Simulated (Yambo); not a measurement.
AgBr (rock salt, space group Fm-3m, No. 225): a test of whether the lowest BSE state is resolved, against the k mesh (Yambo, PBEsol bands; otherwise 8 valence and 1 conduction bands, static screening with 30 bands and a 4 Ry block, scissor 1.32 eV, Tamm-Dancoff).

| k mesh | direct gap (eV) | lowest state (eV) | difference (eV) | k points taking part | rough cost |
|---|---|---|---|---|---|
| 4×4×4 | 3.90 | 3.56 | 0.34 | 1.0 | about 1/10 |
| 6×6×6 | 3.90 | 3.63 | 0.26 | 1.0 | about 1/4 |
| 8×8×8 | 3.90 | 3.69 | 0.21 | 1.0 | 1 |

The last step moves the difference by 0.06 eV. Even the densest mesh doesn't resolve the state: none of these energies is a result, and the difference is no binding energy.

These are vertical excitations (zero momentum); the indirect quasiparticle gap, about 1.78 eV, is smaller than the direct one (3.90 eV on the GW mesh). The scissor comes from a G0W0 run whose convergence isn't established; costs are rough.

Spin-orbit splittings are left out.

Geometry relaxed with PBEsol; primitive cell a = b = c = 4.0128 Å, α = β = γ = 60.00°.
